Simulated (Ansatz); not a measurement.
C:
Space group P6₃/mmc (No. 194); a = 2.4531 Å, b = 2.4531 Å, c = 6.7693 Å, α = 90.00°, β = 90.00°, γ = 120.00°

| atom | site | symmetry | x | y | z |
|---|---|---|---|---|---|
| C | 2b | -6m2 | 0.0000 | 0.0000 | 0.2500 |
| C | 2c | -6m2 | 0.3333 | 0.6667 | 0.2500 |

Relaxed with r²SCAN+D4.

Decompose the optical modes at the zone centre into irreducible representations, and say which are infrared and Raman allowed.

Point group 6/mmm: Γ_opt = A2u + 2B1g + E1u + 2E2g. Infrared: A2u, E1u. Raman: E2g.

Assign frequencies (DFPT, DFT-r²SCAN+D4 in the program Ansatz with PAW potentials).

E2g 41, B1g 127, B1g 886, A2u 890, E2g 1598, E1u 1607 cm⁻¹.

Subscripts of B labels follow the axes of the standard setting.

Space group P6_3/mmc (graphite). The cell was relaxed with r²SCAN+D4 under the symmetry of its start; of distortions, only those at the zone centre were tested. As this level gives no gap, phonon frequencies hold no LO–TO term and depend on the k-mesh and smearing (Fermi–Dirac, 0.1 eV here).

Potentials: the later of the program's two PAW sets.
